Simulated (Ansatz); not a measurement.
TaN (rock salt, Fm-3m) at seven volumes, the program Ansatz at the LDA level (PAW), scaled uniformly. One row is withheld.

| V (Å³/atom) | P (GPa) |
|---|---|
| 9.347 | 43.69 |
| 9.656 | 26.70 |
| 9.964 | 12.27 |
| 10.272 | 0.00 |
| 10.580 | -10.42 |
| 10.888 | ? |
| 11.196 | -26.80 |

Q: Fit the shown pressures and predict the withheld one.

A: Third-order Birch–Murnaghan: P = (3/2)B₀(x^(7/2) − x^(5/2))[1 + (3/4)(B′ − 4)(x − 1)] with x = (V₀/V)^(2/3). Least squares on the six rows gives V₀ = 10.272 Å³/atom, B₀ = 376.1 GPa, B′ = 4.39. At V = 10.888, x = 0.9619 and P = -19.28 GPa. The run itself gave -19.28 GPa.

This is a known high-temperature phase of the composition, computed here at zero pressure and temperature. The cell was relaxed with LDA under the symmetry of its start; whether a distortion lowers the energy is not shown. The run is not spin-polarised. Scalar-relativistic: spin–orbit coupling is off unless named, which matters more the heavier the elements.

Potentials: the earlier of the program's two PAW sets. The files were generated under PBE; for other functionals the program regenerates the frozen cores, and for LDA and PBEsol the local potential too.
